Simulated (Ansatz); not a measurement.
HfSi2 (MoSi2 or CaC2 type, I4/mmm) under volume change, plane-wave PAW PBE (Ansatz code), shape and atoms relaxed at each volume.

```json
[
 {"V (Å³/atom)": "14.718", "E − E(relaxed) (meV/atom)": "63.4", "P (GPa)": "15.09"},
 {"V (Å³/atom)": "15.203", "E − E(relaxed) (meV/atom)": "26.7", "P (GPa)": "9.28"},
 {"V (Å³/atom)": "15.689", "E − E(relaxed) (meV/atom)": "6.3", "P (GPa)": "4.30"},
 {"V (Å³/atom)": "16.174", "E − E(relaxed) (meV/atom)": "0.0", "P (GPa)": "0.00"},
 {"V (Å³/atom)": "16.659", "E − E(relaxed) (meV/atom)": "5.8", "P (GPa)": "-3.70"},
 {"V (Å³/atom)": "17.144", "E − E(relaxed) (meV/atom)": "21.9", "P (GPa)": "-6.86"},
 {"V (Å³/atom)": "17.629", "E − E(relaxed) (meV/atom)": "46.8", "P (GPa)": "-9.55"}
]
```

**Question.** What does a third-order Birch–Murnaghan fit give for V₀, B₀ and B′?

**Answer.** V₀ = 16.17 Å³/atom, B₀ = 132 GPa, B′ = 4.1.

The cell is a constructed one: a structure type filled with these elements; neither database checked (COD, Materials Project) lists it. COD files the formula under space group No. 63, so this cell is another polymorph or a model. Its standing as an ambient phase is unchecked. Symmetry was held in the PBE relaxation; whether a distortion lowers the energy is not shown. The run is not spin-polarised. Spin–orbit coupling is left out wherever it is not named.

Potentials: the later of the program's two PAW sets.
